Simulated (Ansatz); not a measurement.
Values for one crystal, relaxed and computed with DFT-PBEsol in the program Ansatz with PAW potentials; other levels are named.

```yaml
volume_per_atom: 10.26 Å³
electronic_character: metallic (no gap)
debye_temperature_from_the_elastic_constants: 517 K
zone_centre_stability: no imaginary mode at Γ
Pressure derivative B′: 4.3
Young's modulus: 470 GPa
Density of states at the Fermi level: 0.54 states/eV per atom (mean over ±0.08 eV)
```

Question: Which of these materials gives this?
(A) Nb2SnC, P6_3/mmc (Nb on 4f, Sn on 2d, C on 2a)
(B) ZnSe, P4_2/mmc (Zn on 2c, Se on 2e)
(C) Si2Rh3, La2O3 or Ni2Al3 type
(D) WC, rock salt

Answer: D, WC, rock salt

Space group Fm-3m (rock salt). The workflow started from a Materials Project entry (that database holds measured and hypothetical structures alike); the Crystallography Open Database copy checked does not list it. It is not the phase usual at ambient conditions (space group No. 187). Symmetry was held in the PBEsol relaxation. No spin polarisation was allowed. Its formation energy is positive at this level, so the cell may be metastable or incomplete. As this level gives no gap, shear constants depend on the k-mesh and smearing (Fermi–Dirac, 0.1 eV here). Scalar-relativistic: spin–orbit coupling is off unless named, which matters more the heavier the elements.

Potentials: the later of the program's two PAW sets.
